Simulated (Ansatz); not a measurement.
ZnCdSeS in space group P3m1 (No. 156; Zn on 1b, Cd on 1a, Se on 1b, S on 1a), PBE (plane waves, PAW; program Ansatz), all energies at zero smearing, with the estimated change up to a 700 eV cutoff added, with one set of potentials and settings (totals compare only within such a set). Cell of 4 atoms (1 Zn, 1 Cd, 1 Se, 1 S): -17947.209 eV.

```csv
element,reference phase,E (eV/atom)
Zn,"C2/m, 3 atoms in the cell",-3319.0295
Cd,"P6_3/mmc, 2 atoms in the cell",-8254.4547
Se,"P3_121, 3 atoms in the cell",-5469.0798
S,"Fddd, 32 atoms in the cell",-902.0599
```

Formation energy per atom, worked out: (-17947.209 − 1×(-3319.0295) − 1×(-8254.4547) − 1×(-5469.0798) − 1×(-902.0599))/4 = -0.646 eV/atom (-62 kJ per mol of atoms), at 0 K, without zero-point energy or fitted corrections.

The workflow started from a Materials Project entry (that database holds measured and hypothetical structures alike); the Crystallography Open Database copy checked does not list it. Its standing as an ambient phase is unchecked. The PBE relaxation kept the symmetry of its start; phonons on a q-mesh show no instability. The references are the lowest solids computed at this level, not always the standard phases.

Potentials: the later of the program's two PAW sets.
